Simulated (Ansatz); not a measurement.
BeS in space group P4_2/mmc (No. 131; Be on 2c, S on 2e) under volume change, PBE in the plane-wave PAW code Ansatz, shape and atoms relaxed at each volume.

| V (Å³/atom) | E − E(relaxed) (meV/atom) | P (GPa) |
|---|---|---|
| 14.573 | 32.7 | 7.56 |
| 15.053 | 14.2 | 4.85 |
| 15.534 | 3.5 | 2.34 |
| 16.014 | 0.0 | 0.00 |
| 16.495 | 3.1 | -1.96 |
| 16.975 | 11.5 | -3.63 |
| 17.456 | 24.7 | -5.15 |

Problem. What does a third-order Birch–Murnaghan fit give for V₀, B₀ and B′?

Solution. V₀ = 16.03 Å³/atom, B₀ = 69.3 GPa, B′ = 3.1.

A made-up cell: these elements were put on the sites of a structure type; neither database checked (COD, Materials Project) lists it. COD files the formula under space group No. 216, so this cell is another polymorph or a model. Its standing as an ambient phase is unchecked. Symmetry was held in the PBE relaxation; whether a distortion lowers the energy is not shown.

Potentials: the later of the program's two PAW sets.
